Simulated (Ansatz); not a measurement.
Given:

TiN:
```xyz
2
Lattice="0.0000 2.1166 2.1166 2.1166 0.0000 2.1166 2.1166 2.1166 0.0000" Properties=species:S:1:pos:R:3 pbc="T T T"
Ti     0.0000     0.0000     0.0000
N      2.1166     2.1166     2.1166
```

This is the r²SCAN-relaxed structure.

### Question
All from r²SCAN in the plane-wave PAW code Ansatz, unless another level is named. Estimate the bulk modulus (Birch–Murnaghan fit).

### Answer
295 GPa.

### Question
And the elastic constants (relaxed ions, GPa)?

### Answer
C11 = 615, C12 = 136, C44 = 179.

Space group Fm-3m (rock salt). The r²SCAN relaxation kept the symmetry of its start; of distortions, only those at the zone centre were tested. The run is not spin-polarised. With an odd number of electrons in the cell and no spin polarisation, the count alone makes it a metal. As this level gives no gap, shear constants depend on the k-mesh and smearing (Fermi–Dirac, 0.1 eV here).

Potentials: the earlier of the program's two PAW sets.
